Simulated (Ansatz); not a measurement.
Below is a relaxed structure of Ta₅Ru. The cell was found from a structure generator's guess, not taken from experiment.

Theory: Ansatz, DFT PBE, scalar-relativistic, plane waves, PAW. Cutoff 420 eV, Γ-centred mesh, Gaussian smearing, no spin polarisation.

```yaml
crystal:
  lattice:
    - [3.23966, 0.00000, 0.00000]
    - [0.00000, 3.23966, 0.00000]
    - [0.00000, 0.00000, 9.97194]
  atoms:
    - { symbol: Ta, position: [0.00000, 0.00000, 0.16987] }
    - { symbol: Ta, position: [0.50000, 0.50000, 0.34131] }
    - { symbol: Ta, position: [0.50000, 0.50000, 0.65869] }
    - { symbol: Ta, position: [0.00000, 0.00000, 0.83013] }
    - { symbol: Ta, position: [0.50000, 0.50000, 0.00000] }
    - { symbol: Ru, position: [0.00000, 0.00000, 0.50000] }
```

The zero of energy is the elements' standard structures at the same level; no fitted shifts are applied.

Question: Find its symmetry and describe it.

Answer: P4/mmm (No. 123), with Ta and Ru ordered on bcc sites. Conventional cell: a = 3.240 Å, c = 9.972 Å. Around Ta on a site of symmetry 4mm lie 8 Ta at 2.85–2.86 Å, 5 Ta at 3.24–3.39 Å and 1 Ru at 3.29 Å; around Ta on a second site of symmetry 4mm lie 4 Ru at 2.78 Å, 4 Ta at 2.86 Å and 6 Ta at 3.16–3.40 Å; Ta on a site of symmetry 4/mmm has 8 Ta at 2.85 Å and 6 Ta at 3.24–3.40 Å; around Ru lie 8 Ta at 2.78 Å, 4 Ru at 3.24 Å and 2 Ta at 3.29 Å.

Question: How far does it lie from the elements in energy?

Answer: −0.19 eV/atom. Whether it is stable depends on the other phases of the system, which aren't compared here.

Question: Is it a metal?

Answer: Yes, bands cross the Fermi level on the 12×12×4 mesh.

The last run used a 12×12×4 mesh (in the run's order of axes) for its 6-atom cell and Gaussian smearing of 0.10 eV. These runs have no spin–orbit coupling, which can matter for Ta. A later test with randomly moved atoms came back to the same energy, though modes that don't fit the test's cell weren't probed.
